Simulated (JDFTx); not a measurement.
Al(100) slab cut from bulk Al (space group Fm-3m, indices of the conventional cell, lattice of the Materials Project entry mp-134, not re-optimised): 4 atoms in 4 planes, a 1x1 cell of 8.16 Å² (|a| = 2.856, |b| = 2.856 Å), 6.2 Å between the outermost planes, cell height 22.1 Å, 8×8×1 k mesh, Fermi smearing 0.01 Ha, no spin polarisation.

Profiles through the double layer of this slab, charged, in linear PCM (GLSSA13), water, 1 M NaCl; PBE, GBRV ultrasoft potentials, plane waves to 20/100 Ha, a modified build of JDFTx. z is the height above the outermost atoms, φ the plane-averaged electrostatic potential energy of an electron (zero in the bulk liquid), ρ_b the bound charge of solvent and ions, s the cavity shape function (0 in the solid, 1 in the liquid).

```csv
z (Å),n (e/Å³),s,φ (eV),ρ_b (10⁻³ e/Å³)
0.83,0.1157,0.00,-2.396,0.00
1.29,0.0574,0.00,-1.291,-0.03
1.75,0.0220,0.00,-0.235,-0.16
2.21,0.0075,0.04,0.013,1.90
2.67,0.0025,0.51,0.018,2.52
3.13,0.0008,0.97,0.015,0.93
3.59,0.0003,1.00,0.013,0.30
4.05,0.0001,1.00,0.012,0.10
4.51,0.0000,1.00,0.010,0.04
4.97,0.0000,1.00,0.009,0.01
5.43,0.0000,1.00,0.007,0.01
5.89,0.0000,1.00,0.006,0.00
6.35,0.0000,1.00,0.005,0.00
6.81,0.0000,1.00,0.005,0.00
7.27,0.0000,1.00,0.004,0.00
7.74,0.0000,1.00,0.003,0.00
```

### Question
Is the electrode positively or negatively charged, and roughly by how much?

### Answer
Negatively: σ = -4.2 μC/cm² per face. The liquid's bound charge is of the opposite sign overall, and far from the surface φ decays with the screening length (3.0 Å).
